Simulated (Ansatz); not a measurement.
CO2:
```xyz
12
Lattice="4.2708 0.0000 0.0000 0.0000 4.2708 0.0000 0.0000 0.0000 9.2362" Properties=species:S:1:pos:R:3 pbc="T T T"
C      4.2705     0.0003     6.9272
C      2.1351     2.1351     0.0000
C      0.0003     4.2705     2.3091
C      2.1358     2.1358     4.6181
O      2.9559     1.3154     4.6181
O      0.8200     0.8205     6.9271
O      1.3149     2.9554     9.2362
O      3.4508     3.4503     2.3090
O      0.8205     0.8200     2.3091
O      2.9554     1.3149     0.0001
O      3.4503     3.4508     6.9272
O      1.3154     2.9559     4.6182
```

Relaxed with r²SCAN+D4.

Question: Give the Bader charges and basin volumes of the independent atoms, r²SCAN+D4 in the plane-wave PAW code Ansatz.

Answer: 

```tsv
atom	Bader charge (e)	Bader volume (Å³)
C1	+2.39	4.5
O5	-1.19	18.7
```

Space group P4_2/mnm. The workflow started from a Materials Project entry (that database holds measured and hypothetical structures alike); the Crystallography Open Database copy checked does not list it. COD files the formula under space group No. 122, 205. The cell was relaxed with r²SCAN+D4 under the symmetry of its start; its stability against distortions is not shown here. The substance is a gas or liquid at ambient conditions.

Potentials: the later of the program's two PAW sets.
